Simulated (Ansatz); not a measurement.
Here is the system:

Ru (hcp, Mg type)

```xyz
4
Lattice="5.4443 0.0000 0.0000 -1.3611 2.3575 0.0000 0.0000 0.0000 4.2908" Properties=species:S:1:pos:R:3 pbc="T T T"
Ru     0.0000     1.5716     3.2181
Ru     2.7222     1.5716     3.2181
Ru     1.3611     0.7858     1.0727
Ru     4.0832     0.7858     1.0727
```

The atoms are displaced by Q × the pattern below (from a DFPT mode at M = (0.5, 0.0, 0.0), largest move 1; Q in Å), at fixed cell. (q is in reciprocal vectors of the primitive cell; the cell shown is doubled to hold the pattern.)

| atom | x | y | z |
|---|---|---|---|
| Ru1 | 0.866 | 0.500 | 0.000 |
| Ru2 | -0.866 | -0.500 | 0.000 |
| Ru3 | -0.866 | -0.500 | 0.000 |
| Ru4 | 0.866 | 0.500 | 0.000 |

All values below come from PBE (plane waves to 420 eV, PAW, scalar-relativistic; Ansatz, a program for electronic structure). k mesh 10×20×11 (Γ-centred), Fermi-Dirac smearing 0.05 eV. E stands for the smeared free energy. With partly filled bands, energies and forces of such displacements shift with the k mesh and the smearing. Ru is run without spin polarisation. Ru was relaxed with its symmetry unable to fall. The zero of ΔE is the undisplaced structure.

The scan covers Q from -0.280 to 0.280 Å in 13 points.

**Question.** Which space group does the distorted structure have?

**Answer.** Pmmn (No. 59), lowered from P6_3/mmc.

**Question.** Is this a single well or a double well?

**Answer.** A single well with its minimum at or next to zero displacement.

**Question.** What is the energy change at Q = 0.280 Å?

**Answer.** 3684 meV/cell.

**Question.** What harmonic wavenumber does the curvature at Q = 0 give?

**Answer.** 203 cm⁻¹.

(For displaced atoms, the force is minus the slope of the energy, and its curvature is a force constant, which sets phonon frequencies.)
